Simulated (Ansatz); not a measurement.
Vibrations of LaIn$_{3}$ (Pm-3m) by finite displacements

```
La In
1.0
     4.70612    0.00000    0.00000
     0.00000    4.70612    0.00000
     0.00000    0.00000    4.70612
La In
1 3
Direct
  0.00000 0.00000 0.00000
  0.50000 0.00000 0.50000
  0.00000 0.50000 0.50000
  0.50000 0.50000 0.00000
```

The conventional cell has a = 4.706 Å, b = 4.706 Å, c = 4.706 Å, α = 90.00°, β = 90.00°, γ = 90.00°. Around La (atom 1) lie 12 In at 3.33 Å. Around In (atom 2) lie 4 La at 3.33 Å and 8 In at 3.33 Å.

Computed, not measured; unless marked otherwise by PBEsol, all-electron LAPW in Ansatz 0.2.0, scalar-relativistic. k mesh 8×8×8, Fermi-Dirac smearing of 0.080 eV, basis error target 1 meV/atom. The cell was relaxed by PAW under this functional, which moved its volume by -4 % from the database entry's. The structure is one entry of a database and needn't be the stable phase.

Atoms are displaced by 0.01 Å in the primitive cell, which gives the zone-centre modes alone. Negative values stand for unstable modes.

(1) Is the structure dynamically stable at these wave vectors?

(2) How do the optical zone-centre modes decompose, and which are active?

(3) How well do frozen-core PAW files reproduce these all-electron values?

(4) The cell is scaled evenly to 102.666 and 105.793 Å³ (from 104.229), with free atoms relaxed and the shape held. What are the mode Grüneisen parameters γ = −d ln ω/d ln V?

## Answers

(1) Yes, no mode is unstable there; wave vectors off this mesh aren't tested.

(2) Point group m-3m: Γ_opt = 2T1u + T2u.

```
label   cm⁻¹  activity      mostly
  T1u   75.3        IR   In (82 %)
  T2u   92.0    silent  In (100 %)
  T1u  145.3        IR   La (53 %)
```

In a metal the activity is that of symmetry alone; free carriers screen the infrared modes.

(3) With a cutoff of 420 eV and displacements of 0.0025 Å, the r.m.s. difference over the modes is 0.0 cm⁻¹; the largest difference is 91.9 (PAW) against 92.0 cm⁻¹ (LAPW).

(4) For the highest mode, 149.4 cm⁻¹ in the small cell and 141.3 in the large one give γ ≈ 1.86. From the change of the dynamical matrix on each mode:

```
point   cm⁻¹     γ
Gamma   75.3  2.23
Gamma   92.0  1.89
Gamma  145.3  1.87
```

Keep in mind: responses of metals move with mesh and smearing; zone-boundary modes aren't tested; the frozen-core PAW files of the compared runs were fitted under PBE, their cores solved anew for this functional.
